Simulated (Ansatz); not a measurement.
ZrGeSe in space group P4/nmm (No. 129; Zr on 2c, Se on 2c, Ge on 2a), DFT-PBE in the program Ansatz with PAW potentials, all energies at zero smearing, with the estimated change up to a 700 eV cutoff added, with one set of potentials and settings (totals compare only within such a set). Cell of 6 atoms (2 Zr, 2 Se, 2 Ge): -27902.100 eV.

```json
[
 {"element": "Zr", "reference phase": "P6_3/mmc, 2 atoms in the cell", "E (eV/atom)": "-4183.8362"},
 {"element": "Se", "reference phase": "P3_121, 3 atoms in the cell", "E (eV/atom)": "-5469.0798"},
 {"element": "Ge", "reference phase": "Fd-3m, 2 atoms in the cell", "E (eV/atom)": "-4294.9847"}
]
```

Formation energy per atom, worked out: (-27902.100 − 2×(-4183.8362) − 2×(-5469.0798) − 2×(-4294.9847))/6 = -1.050 eV/atom (-101 kJ per mol of atoms), at 0 K, without zero-point energy or fitted corrections.

The workflow started from an entry of the Crystallography Open Database (COD). Whether it is the stable phase at ambient conditions was not checked. The cell was relaxed with PBE under the symmetry of its start; whether a distortion lowers the energy is not shown. The run is not spin-polarised. The references are the lowest solids computed at this level, not always the standard phases.

Potentials: the later of the program's two PAW sets.
